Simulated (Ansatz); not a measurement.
Relaxed-ion elastic tensor of PtC (zinc blende, F-43m) in GPa (Voigt order), PBEsol in the plane-wave PAW code Ansatz; density 13.51 g/cm³, 12.72 Å³ per atom.

```
 276   226   226   0.0   0.0   0.0
 226   276   226   0.0   0.0   0.0
 226   226   276   0.0   0.0   0.0
 0.0   0.0   0.0  48.3   0.0   0.0
 0.0   0.0   0.0   0.0  48.3   0.0
 0.0   0.0   0.0   0.0   0.0  48.3
```

Is the crystal mechanically stable?

Yes: the smallest eigenvalue of C is 48.3 GPa.

Work out the Voigt, Reuss and Hill averages.

K_V = 243, K_R = 243, K_H = 243; G_V = 38.9, G_R = 35.0, G_H = 36.9 GPa.

Give Young's modulus, Poisson's ratio, Pugh's ratio and the universal anisotropy index.

E = 9KG/(3K + G) = 105 GPa; ν = 0.43; K/G = 6.57 (ductile by the Pugh limit of 1.75); A_U = 5G_V/G_R + K_V/K_R − 6 = 0.56.

Estimate the sound speeds and the Debye temperature.

v_l = √((K + 4G/3)/ρ) = 4650 m/s, v_t = √(G/ρ) = 1650 m/s, mean 1880 m/s; Θ = (h/k)(3n/4πV)^(1/3) v_m = 240 K.

Give the Zener ratio and Young's modulus along [100], [110] and [111].

A = 2C44/(C11 − C12) = 1.95; 1/E = S11 − 2(S11 − S12 − S44/2)Γ with Γ = 0, 1/4, 1/3 gives 71.7, 111, 136 GPa.

The start of the workflow was typed in or built on a structure type; neither database checked (COD, Materials Project) lists it. Its standing as an ambient phase is unchecked. Symmetry was held in the PBEsol relaxation; its stability against distortions is not shown here. The run is not spin-polarised. Its formation energy is positive at this level, so the cell may be metastable or incomplete. As this level gives no gap, shear constants depend on the k-mesh and smearing (Fermi–Dirac, 0.1 eV here). Scalar-relativistic: spin–orbit coupling is off unless named, which matters more the heavier the elements.

Potentials: the later of the program's two PAW sets.
